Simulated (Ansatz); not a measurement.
HfN:
```xyz
4
Lattice="-1.4778 1.4778 5.3668 1.4778 -1.4778 5.3668 1.4778 1.4778 -5.3668" Properties=species:S:1:pos:R:3 pbc="T T T"
Hf     0.0000     0.0000     0.0439
Hf     0.0000     1.4778     2.7273
N      0.0000     0.0000     4.4213
N      1.4778     0.0000     1.7378
```

Relaxed with PBEsol. Special points in fractions of this cell's reciprocal vectors: Γ (0.000, 0.000, 0.000); X (0.000, 0.000, 0.500); P (0.250, 0.250, 0.250); N (0.000, 0.500, 0.000); M (0.500, 0.500, -0.500); S (0.269, 0.731, -0.269); S0 (-0.269, 0.269, 0.269); R (-0.038, 0.038, 0.500); G (0.500, 0.500, -0.038).

### Question
List the band energies nearest the Fermi level at these points for plane-wave PAW PBEsol (Ansatz code).

### Answer
In eV from the Fermi level; about four levels below and three above (degenerate sets whole), none deeper than 8.9 eV; points with the same levels are listed once.

```json
[
 {"k": "Γ", "below": "-2.35 -2.35 -1.71 -1.58", "above": "2.42 2.90 3.87"},
 {"k": "X", "below": "-5.52 -5.52 -3.67 -3.67", "above": "0.54 0.54 4.73 4.73"},
 {"k": "P", "below": "-5.27 -5.27 -3.82 -3.82", "above": "0.59 0.59 4.72 4.72"},
 {"k": "N", "below": "-3.81 -2.89 -2.81 -1.19", "above": "0.24 3.08 3.39"},
 {"k": "M", "below": "-2.26 -2.26 -1.81 -1.81", "above": "4.02 4.02 5.47 5.47"},
 {"k": "S", "below": "-3.78 -2.97 -2.84 -1.28", "above": "0.51 2.72 3.33"},
 {"k": "R", "below": "-5.46 -5.46 -3.65 -3.65", "above": "0.53 0.53 4.69 4.69"}
]
```

Space group I4_1md. The cell is a constructed one: a structure type filled with these elements; neither database checked (COD, Materials Project) lists it. It is not the phase usual at ambient conditions (space group No. 225). The cell was relaxed with PBEsol under the symmetry of its start; its stability against distortions is not shown here. No spin polarisation was allowed. Spin–orbit coupling is left out wherever it is not named.

Potentials: the earlier of the program's two PAW sets. The files were generated under PBE; for other functionals the program regenerates the frozen cores, and for LDA and PBEsol the local potential too.
